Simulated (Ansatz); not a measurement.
**Trial structures of HfHF₃: starts and ends**

All numbers below come from DFT PBE, scalar-relativistic, plane waves, PAW (Ansatz 0.2.0). All cells share a 420 eV cutoff and Γ-centred k meshes spaced at most about 0.3 Å⁻¹ (about 0.25 or finer for metals, 2π included). No spin polarisation in the final relaxations.

Each guess was relaxed in cell and atoms at zero pressure, within the symmetry of its start. Temperature and zero-point effects are left out. Coordination counts F or H atoms around Hf (for each partner element, those within 1.25 times its shortest distance or 1.15 times the sum of covalent radii, where it is the nearest in units of that sum or under 1.3).

| guess | made from | start group | V start (Å³/atom) | end group | V end (Å³/atom) | coordination at the end | gap on mesh (eV) | E over the lowest end (meV/atom) |
| --- | --- | --- | --- | --- | --- | --- | --- | --- |
| 1 | MgAgF3 type | Pm-3m | 10.9 | Pm-3m (cubic perovskite) | 13.8 | Hf 6 | 0 | 0 |
| 2 | Mn3SnH type | Pm-3m | 10.7 | Pm-3m (cubic perovskite) | 9.2 | Hf 12 | 0 | 1053 |
| 3 | KCrF3 type | P4/mmm | 11.6 | P4/mmm | 9.3 | Hf 12 | 0 | 1034 |
| 4 | PrBPt3 type | P4mm | 11.7 | ? | ? | ? | ? | ? |

Guess 4 as it starts:

```
Hf H F
1.0
     3.58757    0.00000    0.00000
     0.00000    3.58757    0.00000
     0.00000    0.00000    4.54486
Hf H F
1 1 3
Direct
  0.00000 0.00000 0.00000
  0.50000 0.50000 0.66500
  0.00000 0.50000 0.50000
  0.50000 0.00000 0.50000
  0.50000 0.50000 0.10760
```

Question: Fill in the missing row: what does this guess relax into, and where does it rank?

Answer: It ends in space group P4mm (No. 99), with a = 4.297 Å, c = 3.163 Å, 11.7 Å³/atom and no gap. It lies 210 meV/atom over the lowest end, above guess 1 and below guess 3. Counting F or H atoms around Hf, this end has Hf 4 and the lowest (guess 1) has Hf 6.

```cif
data_structure
_symmetry_space_group_name_H-M 'P4mm'
_symmetry_Int_Tables_number 99
_cell_length_a 4.2969
_cell_length_b 4.2969
_cell_length_c 3.1628
_cell_angle_alpha 90.000
_cell_angle_beta 90.000
_cell_angle_gamma 90.000
_cell_volume 58.40
loop_
_atom_site_label
_atom_site_type_symbol
_atom_site_symmetry_multiplicity
_atom_site_Wyckoff_symbol
_atom_site_fract_x
_atom_site_fract_y
_atom_site_fract_z
_atom_site_occupancy
Hf1 Hf 1 a 0.00000 0.00000 0.71370 1
H1 H 1 b 0.50000 0.50000 0.47623 1
F1 F 2 c 0.00000 0.50000 0.70153 1
F2 F 1 b 0.50000 0.50000 0.17960 1
```

Formation energies are uncorrected and refer to the elements' standard structures at the same level (F₂, H₂ as molecules).

Question: Is the lowest end bound against the elements?

Answer: Yes: its formation energy is −2.28 eV/atom. It lies below the elements, which doesn't yet make it stable against other compounds or structures.

These runs have no spin–orbit coupling, which can matter for Hf. H stands nearly free of neighbours here, and without spin polarisation the energy of such atoms comes out too high. With hydrogen, zero-point motion can shift formation energies by some tens of meV/atom. Cells relaxed within their symmetry can be saddle points. A lower structure may well exist outside this small set. Some types were kept out of the candidates beforehand, so the set may lack a known form.
